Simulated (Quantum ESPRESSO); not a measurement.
# Ti3Hf2MoTa2: one run as intended and one with a planted mistake

Simulated, not a measurement. The program is pw.x of Quantum ESPRESSO 7.5 (plane-wave density functional theory). The cell is made up: eight metal atoms on a hexagonal close-packed lattice, with elements, volume, strain and displacements drawn at random and not relaxed, so it may be unstable or far from any real phase. PseudoDojo standard norm-conserving files set the functional (PBE unless stated); there is no spin polarisation or spin-orbit coupling, the Fermi-Dirac width of 0.25 eV means electrons at about 2900 K, and the masses in the input are unused placeholders. Heavy elements are run without spin-orbit coupling, which real alloys of them have. A spin test at this wide smearing found no moment, but such smearing suppresses magnetism that the real alloy may have.

Intended input:

```
&control calculation='scf', pseudo_dir='./dojo.nc.sr.pbe.v0_5.standard.upf', outdir='./o', disk_io='minimal', tprnfor=.true., tstress=.true. /
&system ibrav=0, nat=8, ntyp=4, nbnd=68, ecutwfc=84.00895049, nosym=.true., tot_charge=0,
 occupations='smearing', smearing='fd', degauss=0.0183746611
/
&electrons conv_thr=1.470e-08, electron_maxstep=70, mixing_beta=0.5 /
ATOMIC_SPECIES
Hf 1.0 Hf.upf
Mo 1.0 Mo.upf
Ta 1.0 Ta.upf
Ti 1.0 Ti.upf
CELL_PARAMETERS angstrom
0.0225 5.1772 -0.0695
3.0184 -0.0523 4.8549
3.0384 0.0783 -4.8672
ATOMIC_POSITIONS angstrom
Ti -0.1392 0.0008 0.0216
Ti 3.0112 -0.0293 0.0174
Hf 3.0335 1.704 -2.5706
Mo 2.9843 1.692 2.4021
Ta 1.3604 2.5602 0.0553
Hf 4.5337 2.5634 -0.0442
Ti 1.6038 4.2944 -2.449
Ta 1.5191 4.344 2.4518
K_POINTS automatic
5 5 5 1 1 1
```

The log is shortened where brackets say so; the opening notice, blank lines, dates and the lines on written files are dropped, and the path of the files is cut. It prints rydbergs, bohrs and kilobars, and counts compression as positive stress. Its total energy is the free energy E - TS of the whole cell.

Log of the intended run:

```
     Program PWSCF v.7.5
     Parallel version (MPI & OpenMP), running on       4 processor cores
     Number of MPI processes:                 4
     Threads/MPI process:                     1
     [start-up lines left out]
     bravais-lattice index     =            0
     lattice parameter (alat)  =       9.7845  a.u.
     unit-cell volume          =    1028.4347 (a.u.)^3
     number of atoms/cell      =            8
     number of atomic types    =            4
     number of electrons       =       100.00
     number of Kohn-Sham states=           68
     kinetic-energy cutoff     =      84.0090  Ry
     charge density cutoff     =     336.0358  Ry
     scf convergence threshold =      1.5E-08
     mixing beta               =       0.5000
     number of iterations used =            8  plain     mixing
     Exchange-correlation= PBE
                           (   1   4   3   4   0   0   0)
     [axes and pseudopotential details left out]
   Cartesian axes
     site n.     atom                  positions (alat units)
         1        Ti     tau(   1) = (  -0.0268844   0.0001545   0.0041717  )
         2        Ti     tau(   2) = (   0.5815692  -0.0056589   0.0033606  )
         3        Hf     tau(   3) = (   0.5858762   0.3291027  -0.4964738  )
         4        Mo     tau(   4) = (   0.5763739   0.3267851   0.4639305  )
         5        Ta     tau(   5) = (   0.2627414   0.4944652   0.0106804  )
         6        Hf     tau(   6) = (   0.8756179   0.4950832  -0.0085366  )
         7        Ti     tau(   7) = (   0.3097505   0.8294006  -0.4729885  )
         8        Ta     tau(   8) = (   0.2933919   0.8389801   0.4735293  )
     number of k points=    63  Fermi-Dirac smearing, width (Ry)=  0.0184
                       cart. coord. in units 2pi/alat
        k(    1) = (   0.1705492   0.0992914   0.0016847), wk =   0.0320000
        k(    2) = (   0.3413148   0.0971237  -0.1045075), wk =   0.0320000
     [further k points left out]
     Dense  grid:   107007 G-vectors     FFT dimensions: (  60,  64,  64)
     Estimated max dynamical RAM per process >     418.55 MB
     Estimated total dynamical RAM >       1.56 GB
     Initial potential from superposition of free atoms
     starting charge      99.9883, renormalised to     100.0000
     Starting wfcs are   80 randomized atomic wfcs
     total cpu time spent up to now is        7.2 secs
     per-process dynamical memory:   331.8 Mb
     Self-consistent Calculation
     iteration #  1     ecut=    84.01 Ry     beta= 0.50
     Davidson diagonalization with overlap
     ethr =  1.00E-02,  avg # of iterations =  2.8
     total cpu time spent up to now is       22.9 secs
     total energy              =    -981.84042377 Ry
     estimated scf accuracy    <       1.51902748 Ry
     iteration #  2     ecut=    84.01 Ry     beta= 0.50
     Davidson diagonalization with overlap
     ethr =  1.52E-03,  avg # of iterations =  5.6
     total cpu time spent up to now is       44.0 secs
     total energy              =    -981.57736290 Ry
     estimated scf accuracy    <      16.32059462 Ry
     [iterations 3 to 18 left out]
     iteration # 19     ecut=    84.01 Ry     beta= 0.50
     Davidson diagonalization with overlap
     ethr =  8.88E-11,  avg # of iterations =  2.0
     total cpu time spent up to now is      314.5 secs
     total energy              =    -982.70354114 Ry
     estimated scf accuracy    <       0.00000003 Ry
     iteration # 20     ecut=    84.01 Ry     beta= 0.50
     Davidson diagonalization with overlap
     ethr =  2.77E-11,  avg # of iterations =  2.6
     total cpu time spent up to now is      328.5 secs
     End of self-consistent calculation
     [lines on levels left out]
!    total energy              =    -982.70354114 Ry
     estimated scf accuracy    <       0.00000001 Ry
     smearing contrib. (-TS)   =      -0.17300957 Ry
     internal energy E=F+TS    =    -982.53053156 Ry
     The total energy is F=E-TS. E is the sum of the following terms:
     one-electron contribution =    -234.24187275 Ry
     hartree contribution      =     155.64001682 Ry
     xc contribution           =    -189.06763954 Ry
     ewald contribution        =    -714.86103610 Ry
     convergence has been achieved in  20 iterations
     Forces acting on atoms (cartesian axes, Ry/au):
     atom    1 type  4   force =     0.02609518   -0.02356303   -0.01672425
     atom    2 type  4   force =    -0.02256826   -0.00004230    0.01763726
     atom    3 type  1   force =    -0.01639297    0.00350730    0.06950978
     atom    4 type  2   force =     0.00770030    0.00457346    0.00003818
     atom    5 type  3   force =     0.03517766    0.00941822   -0.04336839
     atom    6 type  1   force =    -0.04005074    0.00740765   -0.01794280
     atom    7 type  4   force =    -0.01858363    0.00548628    0.01171439
     atom    8 type  3   force =     0.02862246   -0.00678758   -0.02086418
     Total force =     0.120542     Total SCF correction =     0.000250
     Computing stress (Cartesian axis) and pressure
          total   stress  (Ry/bohr**3)                   (kbar)     P=       -1.07
  -0.00011444   0.00003282   0.00001474          -16.84        4.83        2.17
   0.00003282  -0.00004445  -0.00004921            4.83       -6.54       -7.24
   0.00001474  -0.00004921   0.00013715            2.17       -7.24       20.18
     init_run     :      6.80s CPU      7.14s WALL (       1 calls)
     electrons    :    319.79s CPU    321.25s WALL (       1 calls)
     forces       :      2.80s CPU      2.84s WALL (       1 calls)
     stress       :     10.02s CPU     10.26s WALL (       1 calls)
     [timing details left out]
     PWSCF        :   5m39.57s CPU   5m41.67s WALL
     JOB DONE.
```

A second run has one planted mistake: two atoms have their elements exchanged. The input lines that differ:

```
- Hf 4.5337 2.5634 -0.0442
- Ti 1.6038 4.2944 -2.449
+ Ti 4.5337 2.5634 -0.0442
+ Hf 1.6038 4.2944 -2.449
```

Its log:

```
     Program PWSCF v.7.5
     Parallel version (MPI & OpenMP), running on       4 processor cores
     Number of MPI processes:                 4
     Threads/MPI process:                     1
     [start-up lines left out]
     bravais-lattice index     =            0
     lattice parameter (alat)  =       9.7845  a.u.
     unit-cell volume          =    1028.4347 (a.u.)^3
     number of atoms/cell      =            8
     number of atomic types    =            4
     number of electrons       =       100.00
     number of Kohn-Sham states=           68
     kinetic-energy cutoff     =      84.0090  Ry
     charge density cutoff     =     336.0358  Ry
     scf convergence threshold =      1.5E-08
     mixing beta               =       0.5000
     number of iterations used =            8  plain     mixing
     Exchange-correlation= PBE
                           (   1   4   3   4   0   0   0)
     [axes and pseudopotential details left out]
   Cartesian axes
     site n.     atom                  positions (alat units)
         1        Ti     tau(   1) = (  -0.0268844   0.0001545   0.0041717  )
         2        Ti     tau(   2) = (   0.5815692  -0.0056589   0.0033606  )
         3        Hf     tau(   3) = (   0.5858762   0.3291027  -0.4964738  )
         4        Mo     tau(   4) = (   0.5763739   0.3267851   0.4639305  )
         5        Ta     tau(   5) = (   0.2627414   0.4944652   0.0106804  )
         6        Ti     tau(   6) = (   0.8756179   0.4950832  -0.0085366  )
         7        Hf     tau(   7) = (   0.3097505   0.8294006  -0.4729885  )
         8        Ta     tau(   8) = (   0.2933919   0.8389801   0.4735293  )
     number of k points=    63  Fermi-Dirac smearing, width (Ry)=  0.0184
                       cart. coord. in units 2pi/alat
        k(    1) = (   0.1705492   0.0992914   0.0016847), wk =   0.0320000
        k(    2) = (   0.3413148   0.0971237  -0.1045075), wk =   0.0320000
     [further k points left out]
     Dense  grid:   107007 G-vectors     FFT dimensions: (  60,  64,  64)
     Estimated max dynamical RAM per process >     418.55 MB
     Estimated total dynamical RAM >       1.56 GB
     Initial potential from superposition of free atoms
     starting charge      99.9883, renormalised to     100.0000
     Starting wfcs are   80 randomized atomic wfcs
     total cpu time spent up to now is        7.5 secs
     per-process dynamical memory:   331.8 Mb
     Self-consistent Calculation
     iteration #  1     ecut=    84.01 Ry     beta= 0.50
     Davidson diagonalization with overlap
     ethr =  1.00E-02,  avg # of iterations =  2.7
     total cpu time spent up to now is       23.4 secs
     total energy              =    -981.84111378 Ry
     estimated scf accuracy    <       1.53135420 Ry
     iteration #  2     ecut=    84.01 Ry     beta= 0.50
     Davidson diagonalization with overlap
     ethr =  1.53E-03,  avg # of iterations =  5.7
     total cpu time spent up to now is       44.6 secs
     total energy              =    -981.56231509 Ry
     estimated scf accuracy    <      16.57123777 Ry
     [iterations 3 to 17 left out]
     iteration # 18     ecut=    84.01 Ry     beta= 0.50
     Davidson diagonalization with overlap
     ethr =  9.99E-11,  avg # of iterations =  5.8
     total cpu time spent up to now is      322.0 secs
     total energy              =    -982.71119908 Ry
     estimated scf accuracy    <       0.00000026 Ry
     iteration # 19     ecut=    84.01 Ry     beta= 0.50
     Davidson diagonalization with overlap
     ethr =  9.99E-11,  avg # of iterations =  2.1
     total cpu time spent up to now is      336.1 secs
     End of self-consistent calculation
     [lines on levels left out]
!    total energy              =    -982.71119909 Ry
     estimated scf accuracy    <          8.9E-09 Ry
     smearing contrib. (-TS)   =      -0.17240958 Ry
     internal energy E=F+TS    =    -982.53878951 Ry
     The total energy is F=E-TS. E is the sum of the following terms:
     one-electron contribution =    -234.24659998 Ry
     hartree contribution      =     155.61754577 Ry
     xc contribution           =    -189.04869921 Ry
     ewald contribution        =    -714.86103610 Ry
     convergence has been achieved in  19 iterations
     Forces acting on atoms (cartesian axes, Ry/au):
     atom    1 type  4   force =     0.01719913   -0.01614971   -0.02009679
     atom    2 type  4   force =    -0.01127630    0.00294457    0.02072139
     atom    3 type  1   force =    -0.00567325    0.00981561    0.06176977
     atom    4 type  2   force =     0.00117000    0.00603648    0.00133094
     atom    5 type  3   force =     0.02290254    0.00781827   -0.03508839
     atom    6 type  4   force =    -0.02337513   -0.00135906   -0.02282091
     atom    7 type  1   force =    -0.03440736    0.00072882    0.00350347
     atom    8 type  3   force =     0.03346037   -0.00983498   -0.00931948
     Total force =     0.104379     Total SCF correction =     0.000261
     Computing stress (Cartesian axis) and pressure
          total   stress  (Ry/bohr**3)                   (kbar)     P=       -5.17
  -0.00013469   0.00005488  -0.00002297          -19.81        8.07       -3.38
   0.00005488  -0.00006870  -0.00003164            8.07      -10.11       -4.65
  -0.00002297  -0.00003164   0.00009791           -3.38       -4.65       14.40
     init_run     :      6.64s CPU      7.01s WALL (       1 calls)
     electrons    :    327.02s CPU    328.56s WALL (       1 calls)
     forces       :      3.23s CPU      3.27s WALL (       1 calls)
     stress       :     10.61s CPU     10.86s WALL (       1 calls)
     [timing details left out]
     PWSCF        :   5m48.07s CPU   5m50.31s WALL
     JOB DONE.
```

```
                                            intended run  run with the mistake
                          free energy (eV)    -13370.363            -13370.467
         entropy term -TS, part of it (eV)        -2.354                -2.346
                            pressure (GPa)         -0.11                 -0.52
size of the largest force component (eV/Å)         1.787                 1.588
largest change of a force component (eV/Å)                               0.429
                                iterations            20                    19
```

For scale, a rerun of the intended cell at a higher cutoff and on a denser mesh moved values by no more than 0.003 eV in energy, 0.02 GPa in stress and 0.003 eV/Å in force, and a second program with other atomic files agreed on that cell to 2 % rms in force and 0.5 GPa in pressure.